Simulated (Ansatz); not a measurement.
**EuZn (Pm-3m): no U**

Level of theory: Ansatz, DFT, LDA, all-electron LAPW, scalar-relativistic.

Command: `ansatz run input.yaml --threads 1 --pin off --max-ram 3072MiB --backend cpu --events-out ev --progress --plain --runs-dir out`

```yaml
crystal:
  lattice:
    - [3.808, 0.0, 0.0]
    - [0.0, 3.808, 0.0]
    - [0.0, 0.0, 3.808]
  atoms:
    - { symbol: Eu, position: [0.0, 0.0, 0.0], spin: 7.0 }
    - { symbol: Zn, position: [0.5, 0.5, 0.5] }
magnetization:
  spin_polarized: true
kpoints:
  mp_grid: { grid: [9, 9, 9] }
scf:
  occupations: { method: fermi_dirac, width: 0.08 }
hamiltonian:
  xc: lda
  pseudopotentials: { kind: all_electron, lapw: { basis_error: 0.001 } }
output:
  forces: true
  stress: true
  eigenvalues: true
  hubbard: { sites: [{ species: Eu, l: f }] }
  populations: true
```

The program prints:

```
Eu: projections on atomic orbitals take those of the free atom 1s2 2s2 2p6 3s2 3p6 3d10 4s2 4p6 4d10 4f7 5s2 5p6 5d0 6s2, of charge +0.00 (hamiltonian.pseudopotentials.projection_atoms)
Zn: projections on atomic orbitals take those of the free atom 1s2 2s2 2p6 3s2 3p6 3d10 4s2, of charge +0.00 (hamiltonian.pseudopotentials.projection_atoms)
LAPW: plane waves up to 7.247 Å⁻¹, error target 1.0e-3 eV per atom; small_component_spin mean_spin; Zn in spheres of 1.496 Å, 20 of its electrons in bands, Dirac shells []; Eu in spheres of 1.802 Å, 27 of its electrons in bands, Dirac shells [] (how accurate: hamiltonian.pseudopotentials.lapw.basis_error, Limitations)
Engine: ansatz 0.2.0
Pseudopotentials: kind: all_electron
Pseudopotential: Eu, LAPW, valence charge 27, lapw/all_electron/scalar/gaussian/Eu, Koelling and Harmon's equation, gaussian nucleus
Pseudopotential: Zn, LAPW, valence charge 20, lapw/all_electron/scalar/gaussian/Zn, Koelling and Harmon's equation, gaussian nucleus
Functional definition: SPW92
  exchange = slater_x
  correlation = pw_c
Crystal: 2 atoms, lattice volume = 55.219 Å³
Basis set: ecut = 200.08760717256007 eV, 365 PW (Γ), exchange–correlation at level 2
Bands: 33, of which v1, the nominal top of the filled ones, is band 24 counted from 1 (23 counted from 0)
Symmetry: 48 space group operations
Space group: Pm-3m (ITA 221), of the structure as read, at distance tolerance 3.8e-5 Å
Magnetic group: BNS 221.92 (UNI 1594), of the structure as read, at distance tolerance 3.8e-5 Å
k-points: 35 of 729
Non-local potential: Eu, projectors of the file, none
Non-local potential: Zn, projectors of the file, none
Initial density: superposition of atomic densities (chi_scale 0.1, normalization cell)
Starting moments: Σ|m| = 7 μB on 1 of 2 sites
Initial wavefunctions: plane waves of lowest kinetic energy (no species holds an atomic orbital)
Functional: x = slater, c = lda
iter 1 solved again at ethr=7.98e-5 eV; its pass at ethr=1.00e-1 eV (dr2=3.75e-2 eV) is discarded
SCF iter   1: F=—  HF=-343671.458933 eV  |F-HF|=—  |Δ(HF+E_count)|=         —  Δρ=4.47e-3 (↑4.47e-3 ↓4.17e-3)  dr2=3.76e-2  dr2_m=4.75e-4  M=7.085 μB ∫|m|=7.088 μB  β_m=0.30  ethr=7.98e-5  ⟨swp⟩=2.9  Hψ=15143  notcnv=0
Mixer restart at iter 1: flushing history
preconditioner: auto → Kerker (q_TF=auto, 2.656 Å⁻¹)  [metal: Δε(μ)=0.023 eV  Ē_g=10.528 eV  σ=0.080 eV  W_gap=0.07  n_scr=18 (ndim 8)  ℏωp=26.0 eV  f_vac=0.000  D(μ)=1.53/eV (n_scr^D=6)]
spin=Collinear: Kerker preconditioning applied to the charge; magnetization (m = ρ↑ − ρ↓) channel mixes plain (no charge-response kernel on spin).
SCF iter   2: F=—  HF=-343671.380567 eV  |F-HF|=—  |Δ(HF+E_count)|=   7.84e-2  Δρ=3.01e-3 (↑3.01e-3 ↓2.50e-3)  dr2=1.79e-2  dr2_m=2.86e-4  M=7.064 μB ∫|m|=7.066 μB  β_m=0.30  ethr=7.98e-5  ⟨swp⟩=2.9  Hψ=6943  notcnv=0
SCF iter   3: F=—  HF=-343671.384964 eV  |F-HF|=—  |Δ(HF+E_count)|=   4.40e-3  Δρ=2.47e-3 (↑2.47e-3 ↓2.11e-3)  dr2=1.26e-2  dr2_m=1.56e-4  M=7.069 μB ∫|m|=7.072 μB  β_m=0.46  ethr=3.80e-5  ⟨swp⟩=2.1  Hψ=6687  notcnv=0
SCF iter   4: F=—  HF=-343671.398081 eV  |F-HF|=—  |Δ(HF+E_count)|=   1.31e-2  Δρ=1.83e-3 (↑1.83e-3 ↓1.34e-3)  dr2=8.62e-3  dr2_m=9.35e-5  M=7.055 μB ∫|m|=7.058 μB  β_m=0.38  ethr=2.68e-5  ⟨swp⟩=2.0  Hψ=6675  notcnv=0
SCF iter   5: F=—  HF=-343671.406795 eV  |F-HF|=—  |Δ(HF+E_count)|=   8.71e-3  Δρ=1.24e-3 (↑1.24e-3 ↓9.47e-4)  dr2=5.00e-3  dr2_m=2.66e-5  M=7.059 μB ∫|m|=7.062 μB  β_m=0.69  ethr=1.83e-5  ⟨swp⟩=2.0  Hψ=6659  notcnv=0
SCF iter   6: F=—  HF=-343671.414107 eV  |F-HF|=—  |Δ(HF+E_count)|=   7.31e-3  Δρ=5.23e-4 (↑5.23e-4 ↓3.76e-4)  dr2=1.15e-3  dr2_m=8.26e-6  M=7.051 μB ∫|m|=7.054 μB  β_m=0.82  ethr=1.06e-5  ⟨swp⟩=2.0  Hψ=6657  notcnv=0
iter 7 solved again at ethr=1.16e-7 eV; its pass at ethr=2.44e-6 eV (dr2=5.47e-5 eV) is discarded
SCF iter   7: F=—  HF=-343671.415014 eV  |F-HF|=—  |Δ(HF+E_count)|=   9.08e-4  Δρ=1.36e-4 (↑1.36e-4 ↓1.36e-4)  dr2=5.47e-5  dr2_m=3.13e-7  M=7.047 μB ∫|m|=7.050 μB  β_m=0.83  ethr=1.16e-7  ⟨swp⟩=2.0  Hψ=11154  notcnv=0
SCF iter   8: F=—  HF=-343671.415025 eV  |F-HF|=—  |Δ(HF+E_count)|=   1.09e-5  Δρ=6.89e-5 (↑6.29e-5 ↓6.89e-5)  dr2=1.92e-5  dr2_m=2.93e-8  M=7.047 μB ∫|m|=7.050 μB  β_m=0.92  ethr=1.16e-7  ⟨swp⟩=2.0  Hψ=6659  notcnv=0
SCF iter   9: F=—  HF=-343671.415028 eV  |F-HF|=—  |Δ(HF+E_count)|=   2.92e-6  Δρ=3.20e-5 (↑2.73e-5 ↓3.20e-5)  dr2=3.23e-6  dr2_m=5.72e-8  M=7.047 μB ∫|m|=7.050 μB  β_m=0.96  ethr=4.09e-8  ⟨swp⟩=2.0  Hψ=6661  notcnv=0
SCF iter  10: F=—  HF=-343671.415032 eV  |F-HF|=—  |Δ(HF+E_count)|=   3.54e-6  Δρ=9.54e-6 (↑9.54e-6 ↓5.44e-6)  dr2=5.23e-8  dr2_m=1.91e-8  M=7.048 μB ∫|m|=7.050 μB  β_m=0.98  ethr=6.88e-9  ⟨swp⟩=2.0  Hψ=6659  notcnv=0
SCF iter  11: F=—  HF=-343671.415033 eV  |F-HF|=—  |Δ(HF+E_count)|=   7.32e-7  Δρ=4.44e-6 (↑4.44e-6 ↓2.87e-6)  dr2=1.97e-8  dr2_m=3.35e-9  M=7.048 μB ∫|m|=7.051 μB  β_m=0.99  ethr=1.11e-10  ⟨swp⟩=2.8  Hψ=7006  notcnv=0
SCF iter  12: F=—  HF=-343671.415033 eV  |F-HF|=—  |Δ(HF+E_count)|=   2.46e-7  Δρ=1.33e-6 (↑1.33e-6 ↓6.21e-7)  dr2=1.86e-9  dr2_m=2.64e-10  M=7.048 μB ∫|m|=7.051 μB  β_m=0.88  ethr=4.18e-11  ⟨swp⟩=2.7  Hψ=6967  notcnv=0
SCF iter  13: F=—  HF=-343671.415033 eV  |F-HF|=—  |Δ(HF+E_count)|=   2.93e-8  Δρ=1.56e-6 (↑1.56e-6 ↓5.31e-7)  dr2=3.01e-9  dr2_m=3.97e-10  M=7.048 μB ∫|m|=7.051 μB  β_m=0.86  ethr=3.95e-12  ⟨swp⟩=3.0  Hψ=7017  notcnv=0
SCF iter  14: F=-343671.415033 eV  HF=-343671.415033 eV  |F-HF|=3.20e-9  |Δ(HF+E_count)|=   3.49e-9  Δρ=3.92e-7 (↑3.92e-7 ↓1.31e-7)  dr2=2.20e-10  dr2_m=2.28e-11  M=7.048 μB ∫|m|=7.051 μB  ethr=3.95e-12  ⟨swp⟩=2.0  Hψ=6659  notcnv=0
SCF 1 converged in 14 iterations: F = -343671.415033 eV  dr2 = 2.20e-10
SCF converged after 14 iterations
Magnetization: 7.0478 μB (27.0239 up, 19.9761 down)
Absolute magnetization: 7.0507 μB (∫|ρ↑−ρ↓|)
Spin contamination: 0.0239 ħ² per cell (⟨S²⟩ above its minimum at these occupations)
Per-site moments (μB) at R_I (Å): [(6.901657771126004, 1.8015502407684973), (0.040455794076180496, 1.496274447701227)]
Free energy (F): -343671.415033 eV
Harris-Foulkes:  -343671.415033 eV  (|F-HF|=3.20e-9)
Internal energy: -343671.360718 eV  (E = F + TS)
E sigma→0 (E₀):  -343671.387875 eV
Entropy (-TS):   -0.054315 eV (-27.158 meV/atom)
Fermi energy:    11.560735 eV
--- Per-component energies (eV) ---
  E_band       = -1759.458635
  E_kinetic    = 369257.775256
  E_xc         = -8293.210418
  E_electrostatic = -704635.925555  (all electrons and nuclei)
  E_smearing   = -0.054315  (= −TS)
  E_closure    = 0.000000  (closes the sum)
  E_atoms      = -343658.697422  (free atoms, spherical and without spin; not in F)
  Σ components = -343671.415033   (vs F -343671.415033, Δ=0.00e0)
  Basis errors (estimates in eV, not in F): energy 1.6e-4 per atom: plane waves 1.1e-4 (5.9e-5 summed), levels above the bands 5.0e-28, relativity 4.6e-8, radial functions 4.5e-5, core shells 5.5e-7; eigenvalues (radial functions only) 3.6e-6; not estimated: angular momenta, meshes, grids; target (lapw.basis_error) 1.0e-3; muffin-tin radii Zn 1.496 Å, Eu 1.802 Å
--- Forces (eV/Å), atoms counted from 1 ---
  atom   1  Eu    -0.00000000    -0.00000000     0.00000000
  atom   2  Zn     0.00000000     0.00000000     0.00000000
  max |Σ_I F_I| component: 7.31e-31 eV/Å
--- Stress (GPa, compression-positive) ---
       -5.675879       0.000000       0.000000
        0.000000      -5.675879       0.000000
        0.000000       0.000000      -5.675879
  P = ⅓ Tr σ = -5.6759 GPa (-56.759 kbar)
--- Band table (eV; the first three rows and the last of 70) ---
  k-point 0 ↑: bands = ["-120.8357", "-120.8357", "-120.8357", "-120.8349", "-120.8349", "-113.5698", "-68.1903", "-68.1903", "-68.1903", "-29.7336", "-8.3994", "-8.3994", "-8.3994", "4.5144", "4.5144", "4.6294", "4.6294", "4.6294", "5.1877", "11.1062", "11.1062", "11.1062", "11.1222", "11.1222", "11.1222", "11.1802", "11.8569", "11.8569", "15.9334", "15.9334", "15.9334", "16.1296", "16.1296"]
  k-point 1 ↑: bands = ["-120.8357", "-120.8357", "-120.8357", "-120.8349", "-120.8349", "-113.5698", "-68.1903", "-68.1903", "-68.1903", "-29.7318", "-8.4391", "-8.3961", "-8.3961", "4.5181", "4.5293", "4.6272", "4.6272", "4.6305", "5.3521", "11.0838", "11.1130", "11.1131", "11.1131", "11.1275", "11.1275", "11.1787", "11.7990", "11.9115", "15.0179", "15.0179", "15.3661", "16.1492", "17.1259"]
  k-point 2 ↑: bands = ["-120.8357", "-120.8357", "-120.8357", "-120.8349", "-120.8349", "-113.5698", "-68.1904", "-68.1903", "-68.1903", "-29.7272", "-8.5377", "-8.3876", "-8.3876", "4.5275", "4.5656", "4.6217", "4.6217", "4.6333", "5.8262", "10.9670", "11.0936", "11.1258", "11.1258", "11.1489", "11.1489", "11.1750", "11.3534", "12.0528", "14.1631", "14.1631", "15.1360", "16.1998", "18.2515"]
  k-point 34 ↓: bands = ["-115.6128", "-115.6128", "-115.6128", "-115.5939", "-115.5939", "-113.5680", "-68.1885", "-68.1885", "-68.1885", "-26.7940", "-6.4857", "-6.4839", "-6.4839", "4.5904", "4.5980", "4.5980", "4.7199", "4.7199", "9.5132", "10.6050", "10.6050", "11.4334", "15.4076", "15.4348", "15.4348", "15.7018", "15.7078", "15.7078", "15.9403", "16.9822", "17.1482", "17.1482", "19.4124"]
--- Löwdin populations: 2 sites ---
  site symbol       q [e]    m [muB]
     0     Eu     63.7185     7.0382
     1     Zn     29.0430    -0.0168
  spilling = 0.002564 (of n_electrons = 93.000000)
--- Occupation matrices: 1 shell (Löwdin-built; ε = 2.00e-2, provisional) ---
  Eu0 f_4F: site group Oh (m-3m)
  Eu0 f_4F up     Tr n = 6.8059  λ = 0.959 0.959 0.959 0.977 0.984 0.984 0.984  [7× z3 0.14 (T1u 0.43) T1u(0.43)]
  Eu0 f_4F dn     Tr n = 0.0173  λ = 0.001 0.001 0.001 0.003 0.003 0.003 0.003  [7× z3 0.14 (T1u 0.43) T1u(0.43)]
  Tr n, λ and their labels are of the run-group-symmetrised matrices; stabiliser: 48 of 96 elements of G0×{1,Θ} (closed), max defect 4.1e-15 at τ = 4.2e-3
```

populations.tsv:

```
# site	symbol	l	j	q_up	q_dn
# orbitals = lowdin
# n_electrons = 93.000000
# spilling = 0.002564
# projection_atom_Eu: 1s2 2s2 2p6 3s2 3p6 3d10 4s2 4p6 4d10 4f7 5s2 5p6 5d0 6s2
# projection_atom_Zn: 1s2 2s2 2p6 3s2 3p6 3d10 4s2
0	Eu	0_1S	-	0.999999	0.999999
0	Eu	0_2S	-	0.999989	0.999989
0	Eu	0_3S	-	0.999868	0.999864
0	Eu	0_4S	-	0.998596	0.998558
0	Eu	0_5S	-	0.976403	0.978174
0	Eu	0_6S	-	0.430611	0.408043
0	Eu	1_2P	-	3.000000	3.000000
0	Eu	1_3P	-	2.999993	2.999997
0	Eu	1_4P	-	2.999917	2.999906
0	Eu	1_5P	-	2.988090	2.980639
0	Eu	2_3D	-	4.999993	4.999999
0	Eu	2_4D	-	4.999960	4.999959
0	Eu	2_5D	-	1.178991	0.957746
0	Eu	3_4F	-	6.805936	0.017267
1	Zn	0_1S	-	0.999992	0.999992
1	Zn	0_2S	-	0.999634	0.999621
1	Zn	0_3S	-	0.991931	0.991621
1	Zn	0_4S	-	0.542437	0.560701
1	Zn	1_2P	-	2.999995	2.999994
1	Zn	1_3P	-	2.999162	2.998922
1	Zn	2_3D	-	4.979935	4.979084
```

Site moments (μB): Eu1 6.90, Zn2 0.04. Cell moment 7.05 μB.

The magnetic group in the log treats spin as a scalar label, without spin–orbit coupling.

Spin–orbit coupling is left out although heavy atoms are present. With open f shells a run can end in a state that isn't the lowest. None of this fixes the real material's magnetic order: only patterns that fit the cell were computed, at zero temperature, with a functional that can overstate moments.

It took 32 s on 1 thread of Arm Neoverse V2, on a shared host, peak memory 0.48 GiB.
